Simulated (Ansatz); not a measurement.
SnO2:
```
CELL_PARAMETERS angstrom
      3.55729     0.00000     0.00000
      0.00000     3.55729     0.00000
      0.00000     0.00000     5.40033
ATOMIC_POSITIONS crystal
  Sn 0.00000 0.00000 0.00000
  Sn 0.50000 0.50000 0.50000
  O  0.00000 0.50000 0.18210
  O  0.00000 0.50000 0.68210
  O  0.50000 0.00000 0.31790
  O  0.50000 0.00000 0.81790
```

Relaxed with PBEsol. Special points in fractions of this cell's reciprocal vectors: Γ (0.000, 0.000, 0.000); X (0.000, 0.500, 0.000); M (0.500, 0.500, 0.000); Z (0.000, 0.000, 0.500); R (0.000, 0.500, 0.500); A (0.500, 0.500, 0.500).

List the band energies nearest the valence-band maximum at these points for plane-wave PAW PBEsol with spin–orbit coupling (Ansatz code).

In eV from the valence-band maximum; about four levels below and three above (degenerate sets whole), none deeper than 8.9 eV; points with the same levels are listed once.

```tsv
k	below	above
Γ	-0.11 -0.11 -0.10 -0.10	0.94 0.94 4.07 4.07
X	-0.48 -0.48 -0.48 -0.48	4.54 4.54 4.54 4.54
M	0.00 0.00 0.00 0.00	5.52 5.52 5.52 5.52
Z	-0.06 -0.06 -0.06 -0.06	3.51 3.51 3.51 3.51
R	-1.32 -1.32 -1.32 -1.32	4.83 4.83 4.83 4.83
A	-0.35 -0.35 -0.35 -0.35	5.92 5.92 5.92 5.92
```

Space group P4_2/nmc. A made-up cell: these elements were put on the sites of a structure type; neither database checked (COD, Materials Project) lists it. It is not the phase usual at ambient conditions (space group No. 136). The cell was relaxed with PBEsol under the symmetry of its start. At this level the phase is dynamically unstable (imaginary phonons).

Potentials: the earlier of the program's two PAW sets. The files were generated under PBE; for other functionals the program regenerates the frozen cores, and for LDA and PBEsol the local potential too.
